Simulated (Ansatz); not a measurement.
## Band table of GaP (zincblende type)

```
Ga P
1.0
     0.00000    2.37247    2.37247
     2.37247    0.00000    2.37247
     2.37247    2.37247    0.00000
Ga P
1 1
Direct
  0.00000 0.00000 0.00000
  0.25000 0.25000 0.25000
```

The cell comes from a relaxation on PAW files under the same functional, begun from a prototype that needn't be the stable phase.

Level of theory: DFT with PBE, scalar-relativistic, in Ansatz 0.2.0; a Γ-centred 12×12×12 k mesh, Fermi–Dirac smearing of 0.1 eV, no spin polarisation. PAW: frozen-core files, cutoff 420 eV.

This run: volume at 0.64 of the series' base cell.

Path points, in fractions of the reciprocal vectors: Γ (0.000, 0.000, 0.000), X (-0.500, -0.500, 0.000), U (-0.375, -0.375, 0.250), K (-0.375, 0.000, 0.375), L (0.000, 0.000, 0.500), W (-0.500, -0.250, 0.250). The distance column jumps between branches of the path. Levels in eV from the valence-band top; bands 1 to 11, counted from the lowest band of the run. The gap is 0.44 eV, the pressure 89.8 GPa.

```
# k(1/Å) point b1 b2 b3 b4 b5 b6 b7 b8 b9 b10 b11
0.000 Γ -16.53 -16.13 -16.13 -16.13 -15.83 -15.83 0.00 0.00 0.00 3.37 3.37
0.166 - -16.50 -16.13 -16.13 -16.08 -15.83 -15.82 -0.42 -0.42 -0.41 3.13 3.89
0.331 - -16.44 -16.10 -16.10 -15.91 -15.81 -15.80 -1.41 -1.28 -1.28 2.56 5.02
0.497 - -16.43 -16.07 -16.07 -15.89 -15.80 -15.40 -2.68 -2.19 -2.19 1.90 4.94
0.662 - -16.44 -16.03 -16.03 -15.92 -15.79 -14.76 -4.11 -3.00 -3.00 1.30 3.58
0.828 - -16.46 -15.98 -15.98 -15.96 -15.77 -13.93 -5.61 -3.67 -3.67 0.84 2.45
0.993 - -16.48 -15.98 -15.94 -15.94 -15.76 -12.96 -7.12 -4.16 -4.16 0.56 1.61
1.159 - -16.49 -16.01 -15.91 -15.91 -15.75 -11.91 -8.50 -4.47 -4.47 0.44 1.05
1.324 X -16.50 -16.01 -15.91 -15.91 -15.75 -11.24 -9.28 -4.57 -4.57 0.44 0.83
1.383 - -16.50 -16.01 -15.91 -15.91 -15.75 -11.24 -9.28 -4.66 -4.56 0.49 0.90
1.441 - -16.50 -16.01 -15.91 -15.91 -15.75 -11.21 -9.26 -4.89 -4.53 0.59 1.15
1.500 - -16.49 -16.01 -15.91 -15.91 -15.75 -11.18 -9.23 -5.21 -4.47 0.68 1.59
1.558 - -16.49 -16.00 -15.92 -15.91 -15.76 -11.15 -9.19 -5.58 -4.39 0.77 2.17
1.617 - -16.48 -16.00 -15.92 -15.92 -15.76 -11.11 -9.14 -5.95 -4.30 0.87 2.84
1.675 - -16.48 -16.00 -15.92 -15.92 -15.77 -11.09 -9.09 -6.30 -4.18 0.98 3.56
1.734 - -16.47 -16.00 -15.93 -15.92 -15.78 -11.09 -9.02 -6.58 -4.04 1.12 4.32
1.792 U -16.47 -16.00 -15.94 -15.91 -15.78 -11.14 -8.94 -6.78 -3.88 1.27 5.09
2.603 K -16.47 -16.00 -15.94 -15.91 -15.78 -11.14 -8.94 -6.78 -3.88 1.27 5.09
2.779 - -16.46 -16.02 -15.96 -15.88 -15.81 -11.68 -8.52 -6.85 -3.30 1.84 7.29
2.954 - -16.45 -16.04 -15.99 -15.85 -15.83 -12.63 -7.75 -6.31 -2.61 2.56 6.84
3.130 - -16.44 -16.05 -16.03 -15.84 -15.83 -13.64 -6.68 -5.40 -1.87 3.38 5.85
3.306 - -16.44 -16.06 -16.06 -15.84 -15.82 -14.55 -5.39 -4.26 -1.16 4.13 5.01
3.481 - -16.43 -16.09 -16.08 -15.84 -15.83 -15.28 -3.92 -2.97 -0.60 4.32 4.46
3.657 - -16.44 -16.11 -16.10 -15.85 -15.83 -15.78 -2.34 -1.65 -0.24 3.80 4.09
3.832 - -16.49 -16.13 -16.12 -16.07 -15.83 -15.82 -0.81 -0.50 -0.05 3.48 3.60
4.008 Γ -16.53 -16.13 -16.13 -16.13 -15.83 -15.83 0.00 0.00 0.00 3.37 3.37
4.151 - -16.50 -16.13 -16.13 -16.09 -15.83 -15.83 -0.68 -0.14 -0.14 3.55 3.55
4.294 - -16.46 -16.12 -16.12 -15.93 -15.83 -15.83 -2.09 -0.46 -0.46 3.61 3.98
4.438 - -16.44 -16.10 -16.10 -15.83 -15.83 -15.60 -3.70 -0.85 -0.85 3.46 4.41
4.581 - -16.45 -16.08 -16.08 -15.82 -15.82 -15.11 -5.31 -1.21 -1.21 3.27 4.61
4.725 - -16.46 -16.07 -16.07 -15.82 -15.82 -14.48 -6.84 -1.51 -1.51 3.09 4.54
4.868 - -16.48 -16.06 -16.06 -15.81 -15.81 -13.75 -8.22 -1.74 -1.74 2.95 4.36
5.011 - -16.49 -16.06 -16.06 -15.80 -15.80 -13.03 -9.34 -1.88 -1.88 2.87 4.21
5.155 L -16.49 -16.06 -16.06 -15.80 -15.80 -12.66 -9.85 -1.92 -1.92 2.84 4.16
5.272 - -16.49 -16.05 -16.05 -15.80 -15.80 -12.62 -9.80 -2.27 -2.02 3.10 4.02
5.389 - -16.48 -16.05 -16.04 -15.82 -15.80 -12.50 -9.68 -3.08 -2.33 3.51 3.80
5.506 - -16.47 -16.05 -16.02 -15.84 -15.80 -12.30 -9.48 -4.05 -2.82 3.55 3.93
5.623 - -16.46 -16.04 -15.99 -15.86 -15.80 -12.03 -9.22 -4.99 -3.44 3.56 4.27
5.740 - -16.46 -16.03 -15.97 -15.87 -15.80 -11.69 -8.96 -5.80 -4.15 3.73 4.67
5.857 - -16.45 -16.02 -15.96 -15.88 -15.80 -11.31 -8.79 -6.34 -4.86 4.03 5.14
5.974 - -16.45 -16.01 -15.96 -15.88 -15.80 -10.97 -8.81 -6.42 -5.53 4.38 5.60
6.091 W -16.45 -16.00 -15.97 -15.88 -15.80 -10.82 -8.89 -6.10 -6.09 4.58 5.78
6.174 - -16.46 -16.00 -15.97 -15.88 -15.80 -10.84 -8.90 -6.04 -6.04 4.24 5.05
6.256 - -16.46 -15.99 -15.97 -15.89 -15.79 -10.89 -8.96 -5.90 -5.89 3.56 4.15
6.339 - -16.47 -15.98 -15.97 -15.89 -15.78 -10.96 -9.03 -5.68 -5.67 2.80 3.29
6.422 - -16.48 -15.99 -15.95 -15.90 -15.77 -11.05 -9.11 -5.41 -5.39 2.08 2.52
6.505 - -16.49 -16.00 -15.93 -15.90 -15.76 -11.12 -9.18 -5.12 -5.10 1.43 1.84
6.587 - -16.49 -16.01 -15.92 -15.90 -15.75 -11.19 -9.24 -4.85 -4.84 0.91 1.31
6.670 - -16.50 -16.01 -15.91 -15.90 -15.75 -11.23 -9.27 -4.65 -4.64 0.56 0.96
6.753 X -16.50 -16.01 -15.91 -15.91 -15.75 -11.24 -9.28 -4.57 -4.57 0.44 0.83
```
